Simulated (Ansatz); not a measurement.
CaS (rock salt, Fm-3m), PBEsol in the plane-wave PAW code Ansatz. The conduction-band minimum lies at X, with 3 equivalent valleys. Second derivatives d²E/dk² of the lowest band at one valley (eV·Å²), along Cartesian directions:

```csv
direction,d²E/dk²
[100],5.475
[010],26.09
[001],26.09
[110],15.79
[101],15.79
[011],26.08
```

Find the principal effective masses, the density-of-states mass and the conductivity mass.

Off-diagonal terms follow from H_xy = H[110] − (H_xx + H_yy)/2, and m*/mₑ = 7.620 eV·Å² over each eigenvalue: 0.29, 0.29, 1.4. One valley's DOS mass (m₁m₂m₃)^(1/3) = 0.49, conductivity mass 3/(Σ 1/mᵢ) = 0.40 mₑ.

What effective density of states Nc follows at 300 K for parabolic valleys?

Nc = 2.509e19 × 3 × (0.49)^(3/2) ≈ 2.6e19 cm⁻³.

Symmetry was held in the PBEsol relaxation.

Potentials: the later of the program's two PAW sets.

Edges and masses are those of Kohn–Sham bands, whose gap is no quasiparticle gap.
